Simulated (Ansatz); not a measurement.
The numbers come from plane-wave PAW DFT (Ansatz): PBE, no spin polarisation, 420 eV, 8×8×8 Γ-centred k points, gaussian occupations (width 0.0202 eV). Nothing was relaxed.

Computed maps in the lattice plane spanned by a (left to right, 5.75 Å, 17 points from zero) and b (bottom to top, 5.75 Å, 17 points from zero), 117° apart, at height 0.500 along c. The fields are smooth PAW ones with compensation charges, not the true ones near nuclei.

Valence density. Digits on a logarithmic scale: 0 up to 0.03 e/Å³, each further digit a factor of 1.6, 9 from 1.3 e/Å³ up:
```
44332345554322344
55433344443323456
76433334332235788
96433333322357999
96433333223579999
86434433334699999
75455554335799999
55678764445799997
57999975444678765
79999975334555545
89999964333344346
99999753223333346
99997532233333346
78875322334333346
56543233444433345
44432234555432334
43322345555432233
```

**Question.** The cell is TiPb2. Which atoms lie within 0.2 Å of this plane, and where (fractions of a and b)?

**Answer.** Pb at (0.15, 0.35), Pb at (0.85, 0.65). The whole cell:
```
Pb Ti
1.0
    -3.45999    3.45999    3.02256
     3.45999   -3.45999    3.02256
     3.45999    3.45999   -3.02256
Pb Ti
4 2
Direct
  0.65156 0.15156 0.80312
  0.15156 0.34844 0.50000
  0.34844 0.84844 0.19688
  0.84844 0.65156 0.50000
  0.25000 0.25000 0.00000
  0.75000 0.75000 0.00000
```

Origin: a known structure type with other elements, at an estimated volume, so it need not be a known compound. Caveats: many states at the Fermi level without spin polarisation, so a magnetic state may lie lower.
